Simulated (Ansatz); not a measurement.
GeW (rock salt) was relaxed and computed twice in Ansatz (plane waves, PAW), once with PBE and once with r²SCAN.

|  | run 1 | run 2 |
|---|---|---|
| cell | a = b = c = 5.122 Å, α = β = γ = 90.00° | a = b = c = 5.1559 Å, α = β = γ = 90.00° |
| ΔH_f (eV/atom) | 0.94 | 0.88 |
| B₀ by P(V) fit (GPa) | 185 | 171 |

Question: Which run used which functional?

Answer: Run 1 is r²SCAN, run 2 is PBE.

Constructed cells (a structure type filled with these elements, in neither database checked): GeW, rock salt. Unstable at this level: GeW, rock salt with r²SCAN. All cells were relaxed under the symmetry of their starts (and spin orders); stability against distortions was not tested throughout. Rows with no word on spin ran without spin polarisation. Scalar-relativistic: spin–orbit coupling is off unless named, which matters more the heavier the elements.

Potentials: the later of the program's two PAW sets.

Ansatz (an electronic-structure program) is a plane-wave DFT program.

Formation energies count from the lowest solids of the elements computed at the same level, not from gases.
